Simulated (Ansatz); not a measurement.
The calculation used DFT PBE, scalar-relativistic, plane waves, PAW (Ansatz 0.2.0). Settings: cutoff 420 eV, Γ-centred meshes spaced at most about 0.3 Å⁻¹, and about 0.25 Å⁻¹ or finer for metals (2π included), Gaussian smearing. No spin polarisation in the final relaxations.

Temperature and zero-point effects are left out. All come from trial cells, and lower structures may exist.

Question: Order these relaxed structures of Ge2SbO3 by energy, lowest first, with the energy over the lowest of them.
A.

```
CELL_PARAMETERS angstrom
5.70355 0.00000 0.00000
-2.85177 4.93942 0.00000
0.00000 0.00000 2.94339
ATOMIC_POSITIONS crystal
Ge 0.33333 0.66667 0.00000
Ge 0.66667 0.33333 0.00000
Sb 0.00000 0.00000 0.00000
O 0.50000 0.00000 0.50000
O 0.00000 0.50000 0.50000
O 0.50000 0.50000 0.50000
```

B.

```
CELL_PARAMETERS angstrom
2.72974 1.57602 4.08752
-2.72974 1.57602 4.08752
0.00000 -3.15203 4.08752
ATOMIC_POSITIONS crystal
Ge 0.74411 0.74411 0.74411
Ge 0.25589 0.25589 0.25589
Sb 0.00000 0.00000 0.00000
O 0.00000 0.50000 0.00000
O 0.50000 0.00000 0.00000
O 0.00000 0.00000 0.50000
```

C.

```
CELL_PARAMETERS angstrom
6.42926 0.00000 0.00000
-3.21463 5.56790 0.00000
0.00000 0.00000 2.96374
ATOMIC_POSITIONS crystal
Ge 0.33333 0.66667 0.50000
Ge 0.66667 0.33333 0.50000
Sb 0.00000 0.00000 0.50000
O 0.50000 0.00000 0.50000
O 0.00000 0.50000 0.50000
O 0.50000 0.50000 0.50000
```

D.

```
CELL_PARAMETERS angstrom
2.84493 1.64252 3.86281
-2.84493 1.64252 3.86281
0.00000 -3.28504 3.86281
ATOMIC_POSITIONS crystal
Ge 0.24186 0.24186 0.24186
Ge 0.75814 0.75814 0.75814
Sb 0.50000 0.50000 0.50000
O 0.00000 0.00000 0.50000
O 0.50000 0.00000 0.00000
O 0.00000 0.50000 0.00000
```

Answer: D (0 meV/atom), B (13 meV/atom), C (333 meV/atom), A (448 meV/atom). Forms: D R-3m; B R-3m; C P6/mmm; A P6/mmm. C holds Sb–Sb chains (shortest 2.96 Å); A holds Sb–Sb chains (shortest 2.94 Å) (bonds between like non-metal atoms; other contacts aren't counted).

The k mesh leaves some 4 meV/atom of noise in the energy of each metallic cell. Spin–orbit coupling, which can matter for Sb, is left out. In R-3m at 18.1 Å³/atom, R-3m at 17.6 Å³/atom, P6/mmm at 17.7 Å³/atom, P6/mmm at 13.8 Å³/atom an odd number of electrons in the primitive cell allows no gap without spin; a larger cell or a magnetic state could open one. A magnetic state wasn't ruled out in cells without spin, among them P6/mmm at 13.8 Å³/atom. Cells relaxed within their symmetry can be saddle points. Some structure types and database cells were kept out of the candidates from the start, so a known form may be missing.
